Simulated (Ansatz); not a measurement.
## Computed properties of CdSe

CdSe:
```
CELL_PARAMETERS angstrom
      4.30100     0.00000     0.00000
     -2.15050     3.72478     0.00000
      0.00000     0.00000    21.06667
ATOMIC_POSITIONS crystal
  Cd 0.00000 0.00000 0.99977
  Cd 0.00000 0.00000 0.49977
  Cd 0.66667 0.33333 0.83316
  Cd 0.33333 0.66667 0.33316
  Cd 0.66667 0.33333 0.16654
  Cd 0.33333 0.66667 0.66654
  Se 0.00000 0.00000 0.87462
  Se 0.00000 0.00000 0.37462
  Se 0.66667 0.33333 0.70812
  Se 0.33333 0.66667 0.20812
  Se 0.66667 0.33333 0.04149
  Se 0.33333 0.66667 0.54149
```

Space group P6_3mc (No. 186); conventional cell a = 4.3010 Å, b = 4.3010 Å, c = 21.0667 Å, α = 90.00°, β = 90.00°, γ = 120.00°.

Method: PBEsol in the plane-wave PAW code Ansatz. The cell and atoms are relaxed at this level. Other levels are named where they apply.

**Cell and energy**

```yaml
volume_per_atom: 28.12 Å³
density: 5.65 g/cm³
Formation energy from the elements (no fitted shifts): -0.57 eV/atom
```

**Electronic structure**

```yaml
band_gap: 0.50 eV (direct)
valence_band_maximum: at Γ
conduction_band_minimum: at Γ
electron_effective_mass: 0.050 mₑ (isotropic)
Electron effective mass with spin–orbit coupling: 0.045 mₑ (isotropic)
Hole effective mass, band 1 of 2 at the edge: 1.4 along x, 1.4 along z (mₑ)
Hole effective mass, band 2 of 2 at the edge: 0.051 along x, 1.4 along z (mₑ)
Hole effective mass with spin–orbit coupling: 0.076, 0.076, 1.4 mₑ (principal values)
HSE06 gap on the PBEsol cell: 1.57 eV
Gap with spin–orbit coupling: 0.38 eV
```

**Mechanics**

```yaml
Bulk modulus (Birch–Murnaghan fit): 52.0 GPa
Pressure derivative B′: 4.7
Elastic constants (relaxed ions, GPa): C11 = 74.0, C12 = 44.5, C13 = 37.1, C33 = 82.1, C44 = 13.2
mechanical_stability: stable (all eigenvalues of C positive)
hill_bulk_and_shear_moduli: 52.0 and 15.3 GPa
Young's modulus: 41.9 GPa
Poisson's ratio: 0.37
debye_temperature_from_the_elastic_constants: 182 K
Piezoelectric stress constants (proper, relaxed ions, C/m²): e15 = e24 = 0.08, e31 = e32 = 0.10, e33 = -0.18
```

A made-up cell: these elements were put on the sites of a structure type. Its sites differ from those of the usual phase in this space group: another stacking or structure type. The cell was relaxed with PBEsol under the symmetry of its start; its stability against distortions is not shown here. Signs of piezoelectric constants follow the polarity of the cell as given. The references are the lowest solids computed at this level, not always the standard phases. Scalar-relativistic: spin–orbit coupling is off unless named, which matters more the heavier the elements.

Potentials: the later of the program's two PAW sets.
